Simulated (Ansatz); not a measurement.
CrCuO2 (delafossite type, space group R-3m)

```xyz
4
Lattice="1.4819 0.8556 5.6401 -1.4819 0.8556 5.6401 0.0000 -1.7111 5.6401" Properties=species:S:1:pos:R:3 pbc="T T T"
Cu     0.0000     0.0000     0.0000
Cr     0.0000     0.0000     8.4602
O      0.0000     0.0000     1.8295
O      0.0000     0.0000    15.0910
```

The relaxed cell is deformed in two ways at once: its volume V is scaled, and at that volume it is stretched along z (the c axis of the conventional cell) so that c/a changes. Fractional atomic positions are held.

Level of theory: PBEsol (plane waves to 420 eV, PAW, scalar-relativistic; Ansatz, an electronic-structure program). k mesh 13×13×13 (Γ-centred), Fermi-Dirac smearing 0.05 eV. Compression counts positive. As the atoms are clamped, bonds stretch with the cell, which overstates energies and stresses. CrCuO2 is run spin-polarised and with no Hubbard U. CrCuO2 was relaxed with its symmetry unable to fall. Relaxed CrCuO2 ends ferromagnetic. Other magnetic orders were not checked, so this need not be the ground state.

Changes of σxx (GPa) from the point V/V₀ = 1.000, (c/a)/(c/a)₀ = 1.000 when one coordinate moves alone (two changes are said to add if the coupling is within 5 % of the smaller one, nearly so within 20 %):

```csv
point,change
"V/V₀ = 1.000, (c/a)/(c/a)₀ = 0.960",-1.82
"V/V₀ = 1.000, (c/a)/(c/a)₀ = 0.980",-0.90
"V/V₀ = 0.920, (c/a)/(c/a)₀ = 1.000",16.66
"V/V₀ = 0.960, (c/a)/(c/a)₀ = 1.000",7.41
"V/V₀ = 1.040, (c/a)/(c/a)₀ = 1.000",-5.94
"V/V₀ = 1.080, (c/a)/(c/a)₀ = 1.000",-10.69
"V/V₀ = 1.000, (c/a)/(c/a)₀ = 1.020",0.89
"V/V₀ = 1.000, (c/a)/(c/a)₀ = 1.040",1.76
```

Task: What is the change at V/V₀ = 1.080, (c/a)/(c/a)₀ = 1.040, where both move, and how far is it from the sum?

Result: The sum of the single changes is -10.69 + (1.76) = -8.93; the calculation gives -9.21, so the coupling contributes -0.28 (under 20 % of the smaller single change, nearly additive).

(Under strain, the slope of the energy per volume gives the stress and its curvature an elastic modulus.)
